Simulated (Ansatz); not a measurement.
Question: Cl (molecular I2 type, Cmce) is relaxed with PBE+D3(BJ) in the plane-wave PAW code Ansatz. What lattice parameters of the conventional cell result?

Answer: a = 6.591 Å, b = 4.072 Å, c = 8.091 Å.

Question: Give the free coordinates with the occupied sites.

Answer: In one choice of origin and axes:

| atom | site | symmetry | x | y | z |
|---|---|---|---|---|---|
| Cl | 8f | m.. | 0.0000 | 0.3755 | 0.1089 |

Question: Is it a metal or does it have a gap at this level?

Answer: A gap of 2.19 eV, direct.

Symmetry was held in the PBE+D3(BJ) relaxation. The substance is a gas or liquid at ambient conditions; this is its low-temperature solid.

Potentials: the later of the program's two PAW sets.
